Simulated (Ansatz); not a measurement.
## Tl, simple cubic: geometry optimisation

Level of theory: Ansatz, DFT, r2SCAN, plane waves (500 eV) with PAW, scalar-relativistic. The PAW files were generated under PBE, with cores re-solved for the functional.

k-point mesh 10×10×10, Fermi-Dirac smearing 0.1 eV, no spin polarisation. Cell and atoms relax.

Starting structure:

```yaml
crystal:
  lattice:
    - [3.11688, 0.00000, 0.00000]
    - [0.00000, 3.11688, 0.00000]
    - [0.00000, 0.00000, 3.11688]
  atoms:
    - { symbol: Tl, position: [0.00000, 0.00000, 0.00000] }
```

Q: What cell does the relaxation end in?

A: Pm-3m with a = 3.182 Å; 32.21 Å³ per atom against 30.28 at the start (6.4 %).

Q: How much energy does the relaxation gain?

A: 12.0 meV per atom.
